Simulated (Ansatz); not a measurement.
A geometry of HfO2 away from equilibrium: step 3 of the relaxation of a relaxed HfO2 cell stretched uniformly to 150 % of its volume. All values below come from PBEsol (plane waves to 420 eV, PAW, scalar-relativistic; Ansatz, a quantum-chemistry and plane-wave program). Γ-centred k-mesh 6×6×4 on the run's cell (coarser than for final values), Fermi–Dirac smearing 0.05 eV. The plane waves were selected for a different cell earlier on the path.

```
HfO2
1.0
    3.68153     0.00000     0.00000
    0.00000     3.68153     0.00000
    0.00000     0.00000     5.41527
Hf O
2 4
Direct
  0.00000   0.00000   0.00000
  0.50000   0.50000   0.50000
  0.00000   0.50000   0.18771
  0.00000   0.50000   0.68771
  0.50000   0.00000   0.31229
  0.50000   0.00000   0.81229
```

Q: What forces act on the atoms (eV/Å)?

A: 
```json
[
 {"atom": "Hf1", "Fx": "0.00", "Fy": "0.00", "Fz": "0.00"},
 {"atom": "Hf2", "Fx": "0.00", "Fy": "0.00", "Fz": "0.00"},
 {"atom": "O3", "Fx": "0.00", "Fy": "0.00", "Fz": "-0.31"},
 {"atom": "O4", "Fx": "0.00", "Fy": "0.00", "Fz": "-0.31"},
 {"atom": "O5", "Fx": "0.00", "Fy": "0.00", "Fz": "0.31"},
 {"atom": "O6", "Fx": "0.00", "Fy": "0.00", "Fz": "0.31"}
]
```

The path ends in P4₂/nmc (No. 137). No spin polarisation in the result.

The run could not lose the symmetry of its start.
